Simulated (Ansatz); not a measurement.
A trial cell of Ta₅Si, before relaxation:

```cif
data_structure
_symmetry_space_group_name_H-M 'P6/mmm'
_symmetry_Int_Tables_number 191
_cell_length_a 3.6216
_cell_length_b 3.6216
_cell_length_c 9.3867
_cell_angle_alpha 90.000
_cell_angle_beta 90.000
_cell_angle_gamma 120.000
_cell_volume 106.62
loop_
_atom_site_label
_atom_site_type_symbol
_atom_site_symmetry_multiplicity
_atom_site_Wyckoff_symbol
_atom_site_fract_x
_atom_site_fract_y
_atom_site_fract_z
_atom_site_occupancy
Ta1 Ta 4 h 0.33333 0.66667 0.18622 1
Ta2 Ta 1 b 0.00000 0.00000 0.50000 1
Si1 Si 1 a 0.00000 0.00000 0.00000 1
```

The calculation used DFT PBE, scalar-relativistic, plane waves, PAW (Ansatz). Cutoff 420 eV, Gaussian smearing, Γ-centred meshes. Cell and atoms relax first on a coarse mesh and then on a finer one. In between, the cell is made exact in the group found at 0.06 Å. In metals the finer mesh still leaves noise of several meV/atom or more. The steps can't lower the symmetry of their start. No spin polarisation.

A guess keeps its type if space group and coordination stay and the shape of the cell changes little (axis ratios within about 15 %, angles within 6°); the volume may change.

Question: Does this structure survive the relaxation?

Answer: It doesn't keep its type. The symmetry stays P6/mmm (No. 191). The volume per atom stays near 17.7 Å³. The shortest distance goes from 2.09 Å (Ta–Ta) to 2.65 Å (Ta–Ta). The ratio c/a of the conventional cell changes by a factor of 0.44. Counting neighbours within 15 % of an atom's shortest distance, the start has Si 12, Ta 3/18 and the end Si 14, Ta 5/14. In detail, at the end Ta on a site of symmetry 3m has 5 Ta at 2.65–2.79 Å, 3 Ta at 3.05 Å and 3 Si at 3.08 Å; Ta on a site of symmetry 6/mmm has 2 Si at 2.72 Å and 12 Ta at 3.05 Å; around Si lie 2 Ta at 2.72 Å and 12 Ta at 3.08 Å.

Space group P6/mmm (No. 191). a = 4.753 Å, b = 4.753 Å, c = 5.433 Å, α = 90.00°, β = 90.00°, γ = 120.00°
```tsv
atom	site	symmetry	x	y	z
Ta	4h	3m.	0.3333	0.6667	0.2565
Ta	1b	6/mmm	0.0000	0.0000	0.5000
Si	1a	6/mmm	0.0000	0.0000	0.0000
```

The zero of energy is the elements' standard structures at the same level; no fitted shifts are applied.

Question: At what energy does it end?

Answer: +0.14 eV/atom. A positive value: parting into the elements would lower its energy.

The last run used a 12×12×8 mesh (in the run's order of axes) for its 6-atom cell and Gaussian smearing of 0.10 eV. Spin–orbit coupling, which can matter for Ta, is left out. The cell is a metal run without spin; a magnetic state may lie lower. A structure relaxed within its symmetry needn't be a true minimum.

In counts of neighbours, a slash parts the counts of unlike sites.
